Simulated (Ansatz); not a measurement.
Consider the following.

Starting cell, CdS (wurtzite):

```
CELL_PARAMETERS angstrom
      4.16356     0.00000     0.00000
     -2.08178     3.60575     0.00000
      0.00000     0.00000     6.76722
ATOMIC_POSITIONS crystal
  Cd 0.66667 0.33333 0.00099
  Cd 0.33333 0.66667 0.50099
  S  0.66667 0.33333 0.62421
  S  0.33333 0.66667 0.12421
```

In this cell atom 4 (S, nearest neighbour Cd at 2.544 Å; its periodic images, 4.2 Å or more away, move with it) is moved by s along Cartesian x, unit vector (1.000, 0.000, 0.000); all other atoms and the cell stay fixed.

Calculation: r2SCAN (plane waves to 500 eV, PAW, scalar-relativistic; Ansatz, a program for electronic structure). k mesh 7×7×4 (Γ-centred), Fermi-Dirac smearing 0.05 eV. E stands for the smeared free energy. CdS was relaxed with its symmetry unable to fall. The zero of ΔE is the undisplaced structure.

The scan covers s from -0.760 to 0.760 Å in 11 points.

Question: Is the energy the same for equal positive and negative displacements?

Answer: Even: the same for both signs. With its periodic images moving along, the atom's site symmetry in this cell is 3m..

Question: What force acts on the atom along the line at s = -0.760 Å?

Answer: 7.19 eV/Å.

Question: What is the energy change at s = 0.760 Å?

Answer: 2169 meV/cell.

Question: What is the force constant k = d²E/ds² of this move at s = 0?

Answer: 5.42 eV/Å².

(For displaced atoms, the force is minus the slope of the energy, and its curvature is a force constant, which sets phonon frequencies.)
